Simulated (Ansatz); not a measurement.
Starting cell, HfO₂ (fluorite):

```xyz
3
Lattice="0.0000 2.5488 2.5488 2.5488 0.0000 2.5488 2.5488 2.5488 0.0000" Properties=species:S:1:pos:R:3 pbc="T T T"
Hf     0.0000     0.0000     0.0000
O      1.2744     1.2744     1.2744
O      3.8232     3.8232     3.8232
```

Scan: atom 2 (O, nearest neighbour Hf at 2.207 Å; its periodic images, 3.6 Å or more away, move with it) is displaced along Cartesian [110], direction (0.707, 0.707, 0.000) in Cartesian axes, by s. The other atoms stay.

Level of theory: PBE (plane waves to 420 eV, PAW, scalar-relativistic; Ansatz, an electronic-structure program). k mesh 9×9×9 (Γ-centred), Fermi-Dirac smearing 0.05 eV. Energies are smeared free energies. HfO2 is run without spin polarisation. HfO2 was relaxed with its symmetry unable to fall. Spin-orbit coupling is left out, though Hf is heavy. This is a high-temperature form of HfO2. The zero of ΔE is the undisplaced structure.

```json
[
 {"s (Å)": "-0.220", "ΔE (meV/cell)": "262.4"},
 {"s (Å)": "-0.176", "ΔE (meV/cell)": "166.0"},
 {"s (Å)": "-0.132", "ΔE (meV/cell)": "withheld"},
 {"s (Å)": "-0.088", "ΔE (meV/cell)": "40.9"},
 {"s (Å)": "-0.044", "ΔE (meV/cell)": "10.2"},
 {"s (Å)": "0.000", "ΔE (meV/cell)": "0.0"},
 {"s (Å)": "0.044", "ΔE (meV/cell)": "10.2"},
 {"s (Å)": "0.088", "ΔE (meV/cell)": "40.9"},
 {"s (Å)": "0.132", "ΔE (meV/cell)": "withheld"},
 {"s (Å)": "0.176", "ΔE (meV/cell)": "166.0"},
 {"s (Å)": "0.220", "ΔE (meV/cell)": "262.4"}
]
```

Problem. Fit an even polynomial form (powers 2, 4) to the given rows and predict ΔE at s = 0.132.

Solution. Least squares on the 9 given rows: ΔE = (5250)·s² + (3537)·s⁴, in meV/cell with s in Å; root-mean-square residual 0.02 meV/cell. At 0.132 the fit gives 92.5 meV/cell; the calculation gives 92.6 meV/cell, so the interpolation is off by -0.1 (-0.1 %). The quadratic term alone would give 91.5 meV/cell.

(A displaced cell: forces are minus the slopes of the energy, force constants its curvatures, and phonons follow from these.)
